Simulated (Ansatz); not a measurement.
## Relaxing a structure of CdTe

The start is a relaxed CdTe cell with every coordinate shifted by Gaussian noise of σ = 0.1 Å. The cell and all atomic positions are relaxed at zero pressure with r2SCAN (plane waves to 500 eV, PAW, scalar-relativistic; Ansatz, an electronic-structure program). The first steps use a coarse 6×6×6 k-mesh.

Initial structure:
```
CELL_PARAMETERS angstrom
      0.00000     3.27854     3.27854
      3.27854     0.00000     3.27854
      3.27854     3.27854     0.00000
ATOMIC_POSITIONS crystal
  Te 0.78530 0.72273 0.76250
  Cd 0.95819 0.03053 0.96900
```

**Question.** What pressure does the first self-consistent step give?

**Answer.** +2.1 GPa (positive: the cell is compressed).

**Question.** Does it find its way back to the structure it was made from?

**Answer.** It returns to the parent structure, F-43m (No. 216).

**Question.** Is the relaxed structure metallic? Give its gap.

**Answer.** 1.16 eV, direct at Γ (no spin-orbit coupling).

Final values are on a 9×9×9 k-mesh of the relaxed cell. No spin polarisation in the result. Without spin-orbit coupling the bands of the heavy element are not split, so the gap can be far off.
